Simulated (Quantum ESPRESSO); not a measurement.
# Band energies of SrNiF6

```
CELL_PARAMETERS angstrom
      3.55213     2.05082     2.20367
     -3.55213     2.05082     2.20367
      0.00000    -4.10165     2.20367
ATOMIC_POSITIONS crystal
  F  0.72210 0.72210 0.06795
  F  0.27790 0.27790 0.93205
  F  0.06795 0.72210 0.72210
  F  0.93205 0.27790 0.27790
  F  0.72210 0.06795 0.72210
  F  0.27790 0.93205 0.27790
  Ni 0.00000 0.00000 0.00000
  Sr 0.50000 0.50000 0.50000
```

LDA (Quantum ESPRESSO, PseudoDojo norm-conserving, 98 Ry, without SOC); path ΓPZQΓFP1Q1LZ; energies in eV from the valence-band maximum.

```csv
k (1/Å),point,band 31,band 32,band 33,band 34,band 35,band 36,band 37,band 38
0.00,Γ,-1.09,-0.48,-0.48,-0.46,-0.42,1.14,1.14,7.55
0.63,,-1.27,-0.91,-0.52,-0.22,-0.20,1.19,1.49,9.11
1.06,P,-1.17,-0.77,-0.55,-0.17,-0.17,1.26,1.26,9.11
1.06,Z,-1.17,-0.80,-0.52,-0.15,-0.15,1.16,1.16,9.06
1.64,,-1.17,-1.00,-0.62,-0.45,-0.01,1.25,1.59,8.99
2.22,Q,-1.19,-0.72,-0.59,-0.22,-0.22,1.47,1.47,9.24
2.73,,-1.23,-0.52,-0.42,-0.33,-0.33,1.57,1.57,8.95
3.24,Γ,-1.09,-0.48,-0.48,-0.46,-0.42,1.14,1.14,7.55
3.77,,-1.17,-0.84,-0.59,-0.40,-0.13,1.20,1.55,8.99
4.13,F,-1.11,-1.09,-0.72,-0.51,0.00,1.20,1.68,8.95
4.32,,-1.18,-0.97,-0.63,-0.44,-0.03,1.22,1.61,9.02
4.70,P1,-1.17,-0.77,-0.55,-0.17,-0.17,1.26,1.26,9.11
4.70,Q1,-1.19,-0.72,-0.59,-0.22,-0.22,1.47,1.47,9.24
5.15,,-1.13,-0.87,-0.48,-0.36,-0.16,1.56,1.63,9.09
5.45,L,-1.07,-1.01,-0.43,-0.39,-0.15,1.40,1.66,9.08
5.58,,-1.14,-1.01,-0.41,-0.39,-0.14,1.39,1.62,9.08
5.96,,-1.15,-1.11,-0.45,-0.27,-0.08,1.24,1.28,9.11
6.34,Z,-1.17,-0.80,-0.52,-0.15,-0.15,1.16,1.16,9.06
```

The LDA gap is indirect, 1.14 eV, from F to Γ; the smallest direct gap is 1.20 eV. Another valence extremum on the path lies within 0.02 eV, too close to call.

The 3d shell has no Hubbard U; the runs are without spin polarisation, and magnetic order was not tried.

Geometry of the Materials Project entry, not relaxed at this level.
